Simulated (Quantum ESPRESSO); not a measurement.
## Calculated data, Al₂ZnSiN₄ (made-up cell)

All values are calculated (Quantum ESPRESSO 7.5). Calculation on a made-up crystal cell, not a measurement, the moved input of one more run found from cubic fits through the family: the fits match the computed values on one interval only; periodic Kohn-Sham density functional theory in plane waves with PseudoDojo standard norm-conserving scalar-relativistic pseudopotentials, each functional with its own files (v0.5 for PBE, v0.4.1 for LDA and PBEsol), no spin polarisation, no spin-orbit coupling, atoms not relaxed, stress positive in tension, energies less a fixed whole-eV offset for each atom's element; levels are Kohn-Sham levels at fractions of this cell's reciprocal vectors, counted from the reference band (half the neutral cell's valence electrons, rounded up) at Gamma; error bars cover cutoff and k-mesh only, not smearing or the files; added strain carries the atoms with the cell, and shear is the tensor component; each bar is the largest change over components, and at least 0.002 eV, 0.002 eV per angstrom or 0.02 GPa; energies are for the whole cell, and the offsets were chosen from early runs and are not element reference energies.

Al₂ZnSiN₄ (made-up cell)

Reference structure:
```
Al2ZnSiN4
1.0
      3.2045     0.0007     0.0508
      0.0013     5.5744     0.0390
      0.0837     0.0370     5.0788
Al Zn Al Si N
1 1 1 1 4
Direct
  -0.01005 0.00138 -0.00471
  0.48656 0.50360 0.00788
  0.50409 0.16903 0.49951
  0.01162 0.67618 0.51602
  0.02590 0.00931 0.37259
  0.49244 0.49383 0.38527
  0.50018 0.16932 0.88113
  0.00296 0.66018 0.87027
```

* lattice type: wurtzite
* functional: pbe
* cutoff: 1143 eV
* fermi dirac smearing: 0.025 eV
* scf tolerance: 1e-07 eV
* electrons removed: 0
* moved input: added strain, biaxial xx=yy
* moved input in the structure shown: 0.0086
* further run stress xx: 12.05 GPa
* further run stress yy: 14.92 GPa
* further run pressure: -10.41 GPa
* further run fz on site 8: -2.344 eV/Å
* k mesh: 6 x 4 x 4, shifted by half a step
* structure shown: one run of the family, not the further run
* moved input of the further run: 0.0111
* interval low: 0.01089
* interval high: 0.01134
* energy against integrated force or stress: 0.0006324 eV
* error bar energy: 0.002 eV
* error bar stress: 0.02881 GPa
* error bar force: 0.002 eV/Å

Atoms:
```
atoms element  atom site  atom energy offset (eV)
           Al          1                      -64
           Zn          2                    -5687
           Al          3                      -64
           Si          4                     -115
            N          5                     -283
            N          6                     -283
            N          7                     -283
            N          8                     -283
```

Family:
```
moved input  stress xx (GPa)  stress yy (GPa)  pressure (GPa)  fz on site 8 (eV/Å)
    -0.0223            -2.83              0.7            0.39               -2.925
    -0.0203            -1.77             1.71           -0.37               -2.883
    -0.0166             0.13             3.53           -1.75               -2.809
     0.0086            11.12            14.04           -9.73                -2.38
     0.0152             13.5            16.31          -11.47               -2.287
     0.0231            16.11             18.8          -13.38               -2.185
```
